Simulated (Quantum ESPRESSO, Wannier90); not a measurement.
**InBi (P4/nmm), plane waves to Wannier functions**

```yaml
crystal:
  lattice:
    - [4.91082, 0.00000, 0.00000]
    - [0.00000, 4.91082, 0.00000]
    - [0.00000, 0.00000, 5.22228]
  atoms:
    - { symbol: In, position: [0.50000, 0.50000, 0.00000] }
    - { symbol: In, position: [0.00000, 0.00000, 0.00000] }
    - { symbol: Bi, position: [0.50000, 0.00000, 0.36001] }
    - { symbol: Bi, position: [0.00000, 0.50000, 0.63999] }
```

Structure: Materials Project mp-23313, symmetrised, not relaxed again. COD (Crystallography Open Database) has an entry of this formula and space group (matched by these alone). Method: LDA plane waves in Quantum ESPRESSO 7.5 (PseudoDojo norm-conserving files, 56 Ry, no spin polarisation, no spin-orbit coupling), Bloch states on a 6×6×6 mesh through Γ, Wannier90 4.0.1. Density: 8×8×8 mesh, cold smearing 0.01 Ry. Spin-orbit coupling is left out although heavy elements are present.

Base run: 16 functions from bands 21-46 of the 46 computed, start hydrogen-like In: s;p; Bi: s;p, centres 0.05 Å off the atoms, frozen window up to 1.50 eV relative to the Fermi level, outer window open. Rows change the key named; with other orbitals the number of functions and the frozen window follow, as listed; window edges are relative to the Fermi level. The misfit compares interpolated bands with pw.x on a high-symmetry path, for states up to 1.0 eV relative to the Fermi level. Converged means that the tolerances were met: symmetric starts can stop on a saddle, which shows as a larger Ω_OD at equal Ω_I and can move the misfit too.

```json
[
 {"setting": "base", "functions": "16", "frozen to (eV)": "1.50", "Ω_I (Å²)": "30.70", "Ω_D (Å²)": "0.01", "Ω_OD (Å²)": "5.84", "rms misfit (meV)": "4.0", "worst (meV)": "24", "ended": "converged"}
]
```

Problem. Starting from this base row, predict which settings stop with an error, and how Ω_I and the misfit move in the others: only the lowest 18 of the kept bands; only the lowest 21 of the kept bands; only the lowest 23 of the kept bands; dis_num_iter = 20.

Solution. 
```
setting                               functions  frozen to (eV)  Ω_I (Å²)  Ω_D (Å²)  Ω_OD (Å²)  rms misfit (meV)  worst (meV)       ended
------------------------------------  ---------  --------------  --------  --------  ---------  ----------------  -----------  ----------
only the lowest 18 of the kept bands         16            1.50     41.66      0.06       6.68               5.3           45   converged
only the lowest 21 of the kept bands         16            1.50     35.22      0.02       5.82               3.6           21   converged
only the lowest 23 of the kept bands         16            1.50     32.89      0.01       5.84               3.4           21   converged
dis_num_iter = 20                            16            1.50     30.82      0.01       6.11               5.1           32  step limit
```
